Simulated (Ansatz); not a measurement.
Ag (bcc (W type), Im-3m) under volume change, PBEsol in the plane-wave PAW code Ansatz, scaled uniformly.

| V (Å³/atom) | E − E(relaxed) (meV/atom) | P (GPa) |
|---|---|---|
| 15.273 | 59.9 | 14.12 |
| 15.776 | 24.8 | 8.44 |
| 16.280 | 5.8 | 3.80 |
| 16.783 | 0.0 | 0.00 |
| 17.287 | 5.0 | -3.08 |
| 17.790 | 18.7 | -5.58 |
| 18.294 | 39.6 | -7.63 |

**Question.** What does a third-order Birch–Murnaghan fit give for V₀, B₀ and B′?

**Answer.** V₀ = 16.78 Å³/atom, B₀ = 114 GPa, B′ = 5.8.

The workflow started from a Materials Project entry (that database holds measured and hypothetical structures alike); the Crystallography Open Database copy checked does not list it. It is not the phase usual at ambient conditions (space group No. 225). Symmetry was held in the PBEsol relaxation. At this level the phase is mechanically unstable. No spin polarisation was allowed.

Potentials: the earlier of the program's two PAW sets. The files were generated under PBE; for other functionals the program regenerates the frozen cores, and for LDA and PBEsol the local potential too.
